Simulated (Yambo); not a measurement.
## Ba₂CaMoO₆: sweep of GW parameters

G0W0@PBEsol for Ba2CaMoO6 (space group Fm-3m, No. 225) in Yambo. Reference settings: 2×2×2 Γ-centred k mesh, bands 2 to 296 and a 8 Ry block in the screening, 296 bands in G with the Bruneval-Gonze terminator, plasmon pole fitted at 27.2 eV. The PBEsol gap Γ → X on this mesh is 1.98 eV; G0W0 gaps are taken between the same points.

| change from the reference | G0W0 gap Γ → X (eV) | shift of the valence edge (eV) |
|---|---|---|
| reference settings | 3.44 | -0.43 |
| 116 bands in G | 3.47 | -0.39 |
| 142 bands in W | 3.50 | -0.30 |
| 3 Ry block | 3.52 | -0.37 |
| 116 bands in G, no terminator | 3.58 | 0.31 |

The reference isn't shown to be the converged limit.

Spin-orbit splittings are left out.

Geometry of the Materials Project entry, not relaxed at this level; primitive cell a = 6.011 Å, b = 6.011 Å, c = 6.011 Å, α = 60.00°, β = 60.00°, γ = 60.00°.

A shift is the quasiparticle energy of the state minus its PBEsol energy.
